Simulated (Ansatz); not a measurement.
HfO2 with Fe replacing Hf: gradients before and after relaxing the atoms

Start: a supercell of HfO2 (fluorite type, Fm-3m) built from a COD entry, with all atoms left at the host's positions.

Space group Fm-3m (No. 225); a = 10.2300 Å.

```
site  Wyckoff  site symmetry       x       y       z
  Fe       4a           m-3m  0.0000  0.0000  0.0000
 Hf2      24d           m.mm  0.2500  0.2500  0.0000
 Hf8       4b           m-3m  0.5000  0.5000  0.5000
  O9      32f            .3m  0.1250  0.1250  0.1250
 O12      32f            .3m  0.6250  0.3750  0.3750
```

One atom of each set is listed; the run and its k-mesh use a cell of 24 atoms with edges of 7.23, 7.23, 7.23 Å.

Level of theory: DFT, PBE, plane waves and PAW, scalar-relativistic, collinear spin, 420 eV cutoff, Γ-centred 3×3×3 k-points, Fermi–Dirac smearing 0.01 eV, cell charge -1 (Ansatz 0.2.0). Start moments as typed (μB): 5 on each Fe, none on the rest. The program fits them to the shells of the files, so those used differ somewhat.

The largest force at the start is 0.40 eV/Å. Relaxing the ions at fixed cell moves them by 0.027 Å at most (atom 24, O) and 0.018 Å rms. End positions:

Fe (0.0000, 0.0000, 0.0000)
Hf2 (0.2500, 0.2500, 0.0000)
Hf8 (0.5000, 0.5000, 0.5000)
O9 (0.1265, 0.1265, 0.1265)
O12 (0.6241, 0.3759, 0.3759)

| site | moved (Å) | first shell before | first shell after | V_zz before (10²¹ V/m²) | η before |
| --- | --- | --- | --- | --- | --- |
| Fe | 0.000 | 8 O at 2.21 Å | 8 O at 2.24 Å | 0.00 | – |
| Hf2 | 0.000 | 8 O at 2.21 Å | 8 O at 2.21–2.22 Å | -4.17 | 0.83 |
| O9 | 0.027 | 1 Fe at 2.21 Å, 3 Hf at 2.21 Å | 3 Hf at 2.21 Å, 1 Fe at 2.24 Å | 1.41 | 0.00 |
| O12 | 0.016 | 4 Hf at 2.21 Å | 4 Hf at 2.20–2.22 Å | 0.20 | 0.00 |

Question: What are V_zz and η after the relaxation?

Answer: 

| site | V_zz after | η after | change of V_zz |
| --- | --- | --- | --- |
| Fe | 0.00 | – | 0.00 |
| Hf2 | 4.35 | 0.87 | – |
| O9 | 1.59 | 0.00 | +0.18 |
| O12 | -0.059 | 0.00 | -0.25 |

The largest change of V_zz along a kept axis is on O12, from 0.20 to -0.059. The whole tensor moves most on Hf2, by 0.64 along its most changed direction. In per cent, |V_zz| changes by +13 on O (all sites that start above 0.5, bar those whose gradient vanishes or changes sign or whose main axis turns by over 40°). V_zz changes sign on O12 (same axis). On Hf2 the largest principal value lies along another axis in the second run, so the two V_zz can't be compared directly. Other sites without a gradient aren't listed.

The defect repeats with the cell of 24 atoms, so it feels its images: sites between two images don't show the values beside a lone defect, and zeros or small values of η there can come from the images' arrangement. This high-symmetry form of HfO2 is unstable when cold, to shifts of the oxygen columns, towards the tetragonal form. The symmetry of the cell holds that distortion back, wholly or in part, and it would change the field gradients, the more the larger the distortion. A uniform background compensates the cell's charge. Without spin–orbit coupling the gradients at and beside Hf can be off by some per cent, at some sites by more. The cell keeps the host's lattice, where the PBE pressure is -6 GPa (in a charged cell this depends on the convention for the mean potential).
Before: With a gap of 0.9 eV on this mesh, small gradients can still move by 0.1 × 10²¹ V/m² or more as the k-mesh gets denser. The neighbours have not yet relaxed around the defect (largest force 0.40 eV/Å), so a real crystal will differ.
After: The relaxation keeps the site symmetry m-3m of the start, so the impurity can't leave its site; a start off the site could end lower. With a gap of 0.8 eV on this mesh, small gradients can still move by 0.1 × 10²¹ V/m² or more as the k-mesh gets denser.
